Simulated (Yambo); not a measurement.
Quantum ESPRESSO input (LDA, PseudoDojo standard norm-conserving files, scalar-relativistic) whose wavefunctions are converted with p2y:

```
&CONTROL
  calculation = 'nscf'
  pseudo_dir = './pseudo'
  outdir = './out'
/
&SYSTEM
  ibrav = 0
  nat = 2
  ntyp = 2
  ecutwfc = 48.0
  ecutrho = 192.0
  occupations = 'fixed'
  force_symmorphic = .true.
  nbnd = 178
/
&ELECTRONS
  conv_thr = 2e-09
  diago_full_acc = .true.
  diago_thr_init = 1e-08
/
ATOMIC_SPECIES
Br 79.9040 Br.upf
Cs 132.9055 Cs.upf
CELL_PARAMETERS angstrom
  4.138275860000   0.000000000000   0.000000000000
  0.000000000000   4.138275860000   0.000000000000
  0.000000000000   0.000000000000   4.138275860000
ATOMIC_POSITIONS crystal
Br   0.500000000000   0.500000000000   0.500000000000
Cs   0.000000000000   0.000000000000   0.000000000000
K_POINTS automatic
2 2 2 0 0 0
```

Yambo's initialisation report on symmetry, reciprocal space, the k grid and the gaps on this mesh:

```
  [02.02] Symmetries
  ==================

  Inversion symmetry    : yes
  Spatial inversion     : yes
  Inversion index       :  25
  K-space Time-reversal : no
  Magnetic symmetries   : no
  Group table correct   : yes
  Symmetries units      :  [cc]

  [02.03] Reciprocal space
  ========================

  nG shells         :  250
  nG charge         :  21559
  nG WFs            :   3431
  nC WFs            :  2730
  G-vecs. in first 25 shells:  [ Number ]
     1    7   19   27   33   57   81   93  123
    147   171   179   203   251   257   305   341   365
    389   437   461   485   515   587   619
  ...
  Shell energy in first 25 shells:  [ mHa ]
    0.00000      322.770      645.540      968.310      1291.08      1613.85      1936.62      2582.16      2904.93
    3227.70      3550.47      3873.24      4196.01      4518.78      5164.32      5487.09      5809.86      6132.63
    6455.40      6778.17      7100.94      7746.48      8069.25      8392.02      8714.79
  ...

  [02.04] K-grid lattice
  ======================

  Compatible Grid is   : 3D
  Base K vectors       :  K_min[ 1 ]  K_min[ 2 ]  K_min[ 3 ]
  K_min[ 1 ] : -0.500000  0.000000  0.000000 [rlu]
  K_min[ 2 ] :  0.000000  0.000000 -0.500000 [rlu]
  K_min[ 3 ] :  0.000000 -0.500000  0.000000 [rlu]
  Grid dimensions      :  2  2  2
  K lattice UC volume  :  0.064833 [a.u.]

  IBZ K-points                                      :   4
  BZ  K-points                                      :   8

  K/Q-points units:
  rlu = crystal or reduced units; cc = cartesian coordinates; iku = interal k-units

  K [1]          [rlu]:  0.000000  0.000000  0.000000
         WF components:  2721
  K [2]          [rlu]:  0.000000  0.000000 -0.500000
         WF components:  2730
  K [3]          [rlu]:  0.000000 -0.500000 -0.500000
         WF components:  2680
  K [4]          [rlu]: -0.500000 -0.500000 -0.500000
         WF components:  2608

  [02.05] Energies & Occupations
  ==============================

  [X] === General ===
  [X] Electronic Temperature                        :  0.000000  0.000000 [eV K]
  [X] Bosonic    Temperature                        :  0.000000  0.000000 [eV K]
  [X] Finite Temperature mode                       : no
  [X] El. density                                   :  0.22577E+24 [cm-3]
  [X] Fermi Level                                   :  3.815891 [eV]

  [X] === Gaps and Widths ===
  [X] Conduction Band Min                           :  4.531842 [eV]
  [X] Valence Band Max                              :  0.000000 [eV]
  [X] Filled Bands                                  :   8
  [X] Empty Bands                                   :    9  178
  [X] Direct Gap                                    :  4.531842 [eV]
  [X] Direct Gap localized at k                     :  1
  [X] Indirect Gap                                  :  4.531842 [eV]
  [X] Indirect Gap between kpts                     :  1  1
  [X] Last valence band width                       :  1.535655 [eV]
  [X] 1st conduction band width                     :  4.170470 [eV]
```
The gaps are LDA values on this mesh alone; only operations without fractional translations are kept.

Spin-orbit coupling is not included.

Geometry relaxed with LDA.
